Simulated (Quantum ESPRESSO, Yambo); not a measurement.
At a photon energy of 9.50 eV, RPA with local fields on PBEsol bands shifted by a G0W0 scissor of 2.58 eV (Quantum ESPRESSO and Yambo; 2×2×2 mesh, 255 bands, 3 Ry local-field block, 0.2 eV broadening) gives ε = 2.31 + 1.84i for Cs$_{2}$KYCl$_{6}$ (space group Fm-3m, No. 225), field along x.

Problem. Work out n, κ, the normal-incidence reflectivity, the absorption coefficient and the penetration depth.

Solution. 
|ε| = 2.95; n = √((|ε| + ε1)/2) = 1.62, κ = √((|ε| − ε1)/2) = 0.57. R = ((n − 1)² + κ²)/((n + 1)² + κ²) = 0.10. α = 2Eκ/(ħc) with ħc = 197.327 eV nm: 0.0546 per nm = 5.5 × 10⁵ per cm, a 1/e depth of 18 nm. The computed direct gap is 7.54 eV, and the energy scale of the real crystal may differ from it. Excitonic effects are left out, and values at one energy depend on mesh and broadening. The scissor comes from a G0W0 run whose convergence isn't established. Convergence of the RPA response with its 2×2×2 mesh was not tested.

Geometry of the Materials Project entry, not relaxed at this level; primitive cell a = 8.0291 Å, b = 8.0291 Å, c = 8.0291 Å, α = 60.00°, β = 60.00°, γ = 60.00°.

The structure is a Materials Project entry; no match was found in the copy of COD used, and its stability was not checked.
